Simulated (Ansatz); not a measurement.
# Guessed and relaxed cells of CsYPt2Se4

The cell of CsYPt2Se4 is invented: perovskite family, infinite layers (P4/mmm, No. 123) (A site Cs Y; B site Pt; X site Se). Its size is a rough estimate.

start.cif

```cif
data_structure
_symmetry_space_group_name_H-M 'P 1'
_symmetry_Int_Tables_number 1
_cell_length_a 5.0490
_cell_length_b 5.0490
_cell_length_c 9.6041
_cell_angle_alpha 90.000
_cell_angle_beta 90.000
_cell_angle_gamma 90.000
_cell_volume 244.83
loop_
_atom_site_label
_atom_site_type_symbol
_atom_site_fract_x
_atom_site_fract_y
_atom_site_fract_z
_atom_site_occupancy
Cs1 Cs 0.50000 0.50000 0.00000 1
Y1 Y 0.50000 0.50000 0.50000 1
Pt1 Pt 0.00000 0.00000 0.75000 1
Pt2 Pt 0.00000 0.00000 0.25000 1
Se1 Se 0.50000 0.00000 0.75000 1
Se2 Se 0.00000 0.50000 0.75000 1
Se3 Se 0.50000 0.00000 0.25000 1
Se4 Se 0.00000 0.50000 0.25000 1
```

Computed with Ansatz, DFT PBE, scalar-relativistic, plane waves, PAW. Cutoff 420 eV, Gaussian smearing, Γ-centred meshes. Cell and atoms relax first on a coarse mesh and then on a finer one. In between, the cell is made exact in the group found at 0.06 Å. In metals the finer mesh still leaves noise of several meV/atom or more. The steps can't lower the symmetry of their start. No spin polarisation in the relaxation; trial moments died out in a coarse test.

end.cif

```cif
data_structure
_symmetry_space_group_name_H-M 'P 1'
_symmetry_Int_Tables_number 1
_cell_length_a 4.8394
_cell_length_b 4.8394
_cell_length_c 9.5766
_cell_angle_alpha 90.000
_cell_angle_beta 90.000
_cell_angle_gamma 90.000
_cell_volume 224.29
loop_
_atom_site_label
_atom_site_type_symbol
_atom_site_fract_x
_atom_site_fract_y
_atom_site_fract_z
_atom_site_occupancy
Cs1 Cs 0.50000 0.50000 0.00000 1
Y1 Y 0.50000 0.50000 0.50000 1
Pt1 Pt 0.00000 0.00000 0.75439 1
Pt2 Pt 0.00000 0.00000 0.24561 1
Se1 Se 0.50000 0.00000 0.68693 1
Se2 Se 0.00000 0.50000 0.68693 1
Se3 Se 0.50000 0.00000 0.31307 1
Se4 Se 0.00000 0.50000 0.31307 1
```

The symmetry stays P4/mmm (No. 123). The volume per atom shrinks by 8.4 %, from 30.6 to 28.0 Å³. The shortest distance goes from 2.52 Å (Pt–Se) to 2.50 Å (Pt–Se). The energy falls by about 0.38 eV/atom (the start's value is from the coarse mesh).

* Volume per atom: 28.04 Å³
* Density: 6.87 g/cm³
* Energy over the elements: −0.82 eV/atom
* Gap on the 8×8×4 mesh of the 8-atom cell: 0 eV (a metal)

Formation energies are uncorrected and refer to the elements' standard structures at the same level. Whether it is stable depends on the other phases of the system, which aren't compared here.

The last run used Gaussian smearing of 0.10 eV. These runs have no spin–orbit coupling, which can matter for Pt. The reference form of Se is held partly by dispersion forces, which this level lacks. A structure relaxed within its symmetry needn't be a true minimum. In all, the 3 runs took 13 min on 1 thread of Intel(R) Xeon(R) Processor @ 2.50GHz (Skylake/Cascade Lake), on a shared host.
